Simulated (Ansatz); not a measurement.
Cs$_{3}$Bi$_{2}$:
Space group C2/c (No. 15); a = 10.142 Å, b = 10.539 Å, c = 10.270 Å, α = 90.00°, β = 105.30°, γ = 90.00°

```tsv
atom	site	symmetry	x	y	z
Bi	8f	1	0.0946	0.2136	0.1623
Cs	8f	1	0.2915	0.0472	0.5189
Cs	4e	2	0.0000	0.1552	0.7500
```
(The calculation used a cell of 10 atoms; values per cell refer to that cell.)

Relaxed at zero pressure with the program Ansatz at the r²SCAN level (PAW).

**Question.** The volume is raised by 6 % and shape and atoms relax at that volume. What pressure results, and how do the axes share the change?

**Answer.** -0.5 GPa; a 2.2 %, b 2.2 %, c 1.8 %; the energy rises by 6 meV/atom.

**Question.** Give the new structure.

**Answer.** 
Space group C2/c (No. 15); a = 10.367 Å, b = 10.770 Å, c = 10.457 Å, α = γ = 90.00°, β = 106.00°

```
atom  site  symmetry       x       y       z
----  ----  --------  ------  ------  ------
Bi      8f         1  0.0919  0.2114  0.1633
Cs      8f         1  0.2911  0.0483  0.5219
Cs      4e         2  0.0000  0.1539  0.7500
```

The phase is kept; no other phase was compared at this pressure.

The workflow started from an entry of the Crystallography Open Database (COD, 293 K). Whether it is the stable phase at ambient conditions was not checked. Symmetry was held in the r²SCAN relaxation; whether a distortion lowers the energy is not shown. Axis ratios of metals converge slowly with the k-mesh, so a and c are less sure than the volume. Spin–orbit coupling is left out wherever it is not named.

Potentials: the later of the program's two PAW sets.
